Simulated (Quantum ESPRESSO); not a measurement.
# Moving one atom in Ge2GaSN3

Calculated results; nothing here was measured. They come from pw.x of Quantum ESPRESSO 7.5, a plane-wave density functional program, with PseudoDojo standard norm-conserving files (v0.5 for PBE, v0.4.1 for LDA and PBEsol). The cells are made up: elements, strain and atom displacements were drawn at random, and nothing was relaxed. There is no spin polarisation, spin-orbit coupling or dispersion term.

The cell has 8 sites of a zincblende or diamond lattice. Sites 1 to 4 hold Ge Ge empty Ga; sites 5 to 8 hold S N N N. Cell vectors in Å: (4.675, 0.020, -0.014); (0.020, 4.728, -0.009); (-0.014, -0.009, 4.656). Settings: PBE, cutoff 1143 eV, 4 x 4 x 4 k mesh shifted by half a step, Fermi-Dirac smearing of 0.025 eV.

Each run shifts the Ge atom on site 2 along x and leaves all else fixed. Site 5 is one of its nearest neighbours. E is the free energy of the cell above the lowest run shown. The last column is band 32 less band 31 at Gamma, from a band step after each run.

| run | shift (Å) | Fx on site 2 (eV/Å) | Fx on site 5 (eV/Å) | P (GPa) | E (meV) | level step at Gamma (eV) |
| --- | --- | --- | --- | --- | --- | --- |
| 1 | -0.0928 | -3.408 | 3.698 | 2.32 | 0.0 | 0.715 |
| 2 | -0.0794 | -3.686 | 3.847 | 2.45 | 47.5 | 0.716 |
| 3 | -0.0582 | -4.129 | 4.087 | 2.68 | 130.4 | 0.712 |
| 5 | 0.0702 | -6.856 | 5.613 | 4.58 | 835.3 | 0.598 |
| 6 | 0.1199 | -7.903 | 6.221 | 5.57 | 1202.1 | 0.524 |
| 7 | 0.1353 | -8.223 | 6.409 | 5.90 | 1326.3 | 0.499 |
| 4 | -0.0404 | ? | ? | ? | ? | ? |

A rerun of one of these cells at 1437 eV and k mesh 6 x 6 x 6 moved values by no more than 0.004 eV in the cell's energy, 0.02 GPa in stress and 0.004 eV/Å in force.

## Worked fit

A parabola through the six runs shown gives Fx on site 2 = -5.368 - 21.16 u + 0.2 u² eV/Å, with u in Å and a scatter of 0.006 eV/Å. Minus the slope, 21.16 ± 0.14 eV/Å², is this atom's force constant along x at u = 0, with its periodic images moving too. The fitted force does not vanish within the range. The error is the larger of the fit's own and the change that a cubic makes, rounded up.

## Withheld run

Question: what Fx on site 2 should run 4 give?

The fit gives -4.513 eV/Å. The calculation gave -4.504 eV/Å.

| run | shift (Å) | Fx on site 2 (eV/Å) | Fx on site 5 (eV/Å) | P (GPa) | E (meV) | level step at Gamma (eV) |
| --- | --- | --- | --- | --- | --- | --- |
| 4 | -0.0404 | -4.504 | 4.291 | 2.88 | 207.2 | 0.705 |